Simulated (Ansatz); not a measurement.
The start is a relaxed BaF2 cell with every coordinate shifted by Gaussian noise of σ = 0.3 Å. The structure is fully relaxed (lattice and positions, P = 0) with PBEsol (plane waves to 420 eV, PAW, scalar-relativistic; Ansatz, a quantum-chemistry and plane-wave program). The first steps use a coarse 7×7×7 k-mesh.

The start:
```
BaF2
1.0
    0.00000     3.06898     3.06898
    3.06898     0.00000     3.06898
    3.06898     3.06898     0.00000
Ba F
1 2
Direct
  0.05691   0.83306   0.03817
  0.32217   0.23697   0.16210
  0.77074   0.50023   0.87431
```

```json
{
 "initial_pressure": "+11.0 GPa (positive: the cell is compressed)",
 "energy_released": "0.50 eV/atom",
 "Shortest distances (start → end)": "The closest pairs of elements (up to four, under 3.6 Å), start → end: Ba–F 2.13 → 2.66 Å; F–F 2.24 → 3.07 Å",
 "band_gap_at_the_end": "6.83 eV, indirect (valence top at 36 % of the way from K to Γ, conduction bottom at Γ) (no spin-orbit coupling)",
 "optimiser_moves": "5"
}
```

Final structure:

Space group Fm-3m (No. 225); a = 6.137 Å, b = 6.137 Å, c = 6.137 Å, α = 90.00°, β = 90.00°, γ = 90.00°

| atom | site | symmetry | x | y | z |
|---|---|---|---|---|---|
| Ba | 4b | m-3m | 0.5000 | 0.5000 | 0.5000 |
| F | 8c | -43m | 0.2500 | 0.2500 | 0.2500 |
(The calculation used a cell of 3 atoms; values per cell refer to that cell.)

Final values are on a 9×9×9 k-mesh of the relaxed cell. No spin polarisation in the result.
